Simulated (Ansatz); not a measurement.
The calculation used DFT PBE, scalar-relativistic, plane waves, PAW (Ansatz 0.2.0). Settings of the last relaxation (5-atom cell): 420 eV, 12×12×4 k points, Gaussian smearing of 0.10 eV, no spin polarisation.

The zero of energy is the elements' standard structures at the same level (N₂ as a molecule); no fitted shifts are applied.

Q: Give a relaxed trial structure of a trigonal metal with formula Mg2Ge2N, with a formation energy near −0.28 eV/atom and a density near 4.21 g/cm³, in a cell of 5 atoms.

A: Mg2Ge2N, space group P-3m1 (No. 164). Mg is surrounded by 3 N at 2.15 Å, 3 Mg at 2.79 Å and 3 Ge at 3.12 Å; Ge has 3 Ge at 2.63 Å, 3 Mg at 3.12 Å and 6 Ge at 3.27 Å; N is surrounded by 6 Mg at 2.15 Å.

```
Mg Ge N
1.0
     3.26901    0.00000    0.00000
    -1.63450    2.83104    0.00000
     0.00000    0.00000    8.86506
Mg Ge N
2 2 1
Direct
  0.66667 0.33333 0.88410
  0.33333 0.66667 0.11590
  0.33333 0.66667 0.60318
  0.66667 0.33333 0.39682
  0.00000 0.00000 0.00000
```

| Item | Value |
| --- | --- |
| Volume per atom | 16.41 Å³ |
| Density | 4.21 g/cm³ |
| Formation energy | −0.28 eV/atom |
| Gap on the 12×12×4 mesh of the 5-atom cell | 0 eV (a metal) |

It was reached by relaxing an invented guess, and it needn't be the stable form of this composition. The answer needn't be unique; the calculation gave this one.

Symmetry constrained the relaxation, so the result can be a saddle point.
